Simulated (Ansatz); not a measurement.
Consider the following.

PtSe₂:
```cif
data_Pt2Se4
_chemical_formula_sum 'Pt2 Se4'
_space_group_name_H-M_alt 'P 1'
_space_group_IT_number 1
_cell_length_a 3.65462
_cell_length_b 3.65462
_cell_length_c 11.43823
_cell_angle_alpha 90.000
_cell_angle_beta 90.000
_cell_angle_gamma 120.000
loop_
_space_group_symop_operation_xyz
  'x, y, z'
loop_
_atom_site_label
_atom_site_type_symbol
_atom_site_fract_x
_atom_site_fract_y
_atom_site_fract_z
_atom_site_occupancy
Pt1 Pt 0.33333 0.66667 0.25000 1
Pt2 Pt 0.66667 0.33333 0.75000 1
Se1 Se 0.33333 0.66667 0.62081 1
Se2 Se 0.66667 0.33333 0.12081 1
Se3 Se 0.66667 0.33333 0.37919 1
Se4 Se 0.33333 0.66667 0.87919 1
```

This is the PBE-relaxed structure.

Q: All from PBE in the plane-wave PAW code Ansatz, unless another level is named. Predict the electronic character.

A: metallic (no gap).

Q: Next, the density of states at the Fermi level?

A: 0.59 states/eV per atom (mean over ±0.08 eV).

Q: And the formation energy from the elements (no fitted shifts)?

A: 0.011 eV/atom.

Space group P6_3/mmc. The cell is a constructed one: a structure type filled with these elements; neither database checked (COD, Materials Project) lists it. COD files the formula under space group No. 164, so this cell is another polymorph or a model. Whether it is the stable phase at ambient conditions was not checked. The PBE relaxation kept the symmetry of its start; its stability against distortions is not shown here. The run is not spin-polarised. A crystal of weakly bound layers computed without a dispersion correction: the cell and the soft elastic constants depend strongly on that. The references are the lowest solids computed at this level, not always the standard phases. Spin–orbit coupling is left out wherever it is not named.

Potentials: the later of the program's two PAW sets.
